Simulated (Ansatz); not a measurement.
Consider the following.

Starting cell, Zr (hcp, Mg type):

```yaml
crystal:
  lattice:
    - [3.24591, 0.00000, 0.00000]
    - [-1.62295, 2.81104, 0.00000]
    - [0.00000, 0.00000, 5.15116]
  atoms:
    - { symbol: Zr, position: [0.33333, 0.66667, 0.75000] }
    - { symbol: Zr, position: [0.66667, 0.33333, 0.25000] }
```

The atoms are displaced by Q × the pattern below (from a DFPT mode at Γ, largest move 1; Q in Å), at fixed cell.

```json
[
 {"atom": "Zr1", "x": "0.000", "y": "0.000", "z": "1.000"},
 {"atom": "Zr2", "x": "0.000", "y": "0.000", "z": "-1.000"}
]
```

These are r2SCAN (plane waves to 500 eV, PAW, scalar-relativistic; Ansatz, a program for electronic structure) values and carry that method's errors. k mesh 16×16×9 (Γ-centred), Fermi-Dirac smearing 0.05 eV. Energies are smeared free energies. With partly filled bands, energies and forces of such displacements shift with the k mesh and the smearing. The PAW data are Ansatz's earlier set. Zr is run without spin polarisation. Zr was relaxed with its symmetry unable to fall. The zero of ΔE is the undisplaced structure.

The scan covers Q from -0.100 to 0.100 Å in 13 points.

### Question
Which space group does the distorted structure have?

### Answer
P-3m1 (No. 164), lowered from P6_3/mmc.

### Question
Is the energy the same for equal positive and negative displacements?

### Answer
Even: the same for both signs.

### Question
Is this a single well or a double well?

### Answer
A single well with its minimum at or next to zero displacement.

### Question
What is the energy change at Q = 0.100 Å?

### Answer
90 meV/cell.

### Question
What harmonic wavenumber does the curvature at Q = 0 give?

### Answer
149 cm⁻¹.

(For displaced atoms, the force is minus the slope of the energy, and its curvature is a force constant, which sets phonon frequencies.)
